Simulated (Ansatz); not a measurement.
**Trial structures of BPd4: starts and ends**

Level of theory: DFT PBE, scalar-relativistic, plane waves, PAW in Ansatz. All cells share a 420 eV cutoff and Γ-centred k meshes spaced at most about 0.3 Å⁻¹ (about 0.25 or finer for metals, 2π included). No spin polarisation in the final relaxations.

Each guess was relaxed in cell and atoms at zero pressure, within the symmetry of its start. Temperature and zero-point effects are left out. Coordination counts Pd atoms around B (those within 1.25 times the shortest such distance or 1.15 times the sum of covalent radii; the shortest distance is added where it is long for a bond).

```tsv
guess	made from	start group	V start (Å³/atom)	end group	V end (Å³/atom)	coordination at the end	gap on mesh (eV)	E over the lowest end (meV/atom)
1	GeF4 type	I-43m	16.9	I-43m	15.5	B 4	0	62
2	random cell	P4/mmm	16.3	P4/mmm	18.9	B 16 from 3.5 Å	0	1388
3	random cell	P-43m	15.0	P-43m	14.8	B 4	0	0
4	MnGa4 type	Im-3m	13.1	?	?	?	?	?
```

Guess 4 as it starts:

```
B Pd
1.0
    -2.54089    2.54089    2.54089
     2.54089   -2.54089    2.54089
     2.54089    2.54089   -2.54089
B Pd
1 4
Direct
  0.00000 0.00000 0.00000
  0.00000 0.00000 0.50000
  0.00000 0.50000 0.00000
  0.50000 0.00000 0.00000
  0.50000 0.50000 0.50000
```

Problem. Predict the end of this guess and its energy over the lowest end.

Solution. It ends in space group Im-3m (No. 229), with a = 5.303 Å, 14.9 Å³/atom and no gap. It lies 102 meV/atom over the lowest end, above guess 1 and below guess 2. Counting Pd atoms around B, this end has B 8 and the lowest (guess 3) has B 4.

Space group Im-3m (No. 229). a = 5.303 Å, b = 5.303 Å, c = 5.303 Å, α = 90.00°, β = 90.00°, γ = 90.00°
| atom | site | symmetry | x | y | z |
| --- | --- | --- | --- | --- | --- |
| B | 2a | m-3m | 0.0000 | 0.0000 | 0.0000 |
| Pd | 8c | .-3m | 0.2500 | 0.2500 | 0.7500 |

The zero of energy is the elements' standard structures at the same level; no fitted shifts are applied.

Problem. Is the lowest end bound against the elements?

Solution. Too close to call: its formation energy is +0.01 eV/atom. The formation energy is too near zero to say whether this cell lies below the elements.

Cells relaxed within their symmetry can be saddle points. A lower structure may well exist outside this small set. Some candidate types were left out of the draw beforehand, so a known form may be missing.
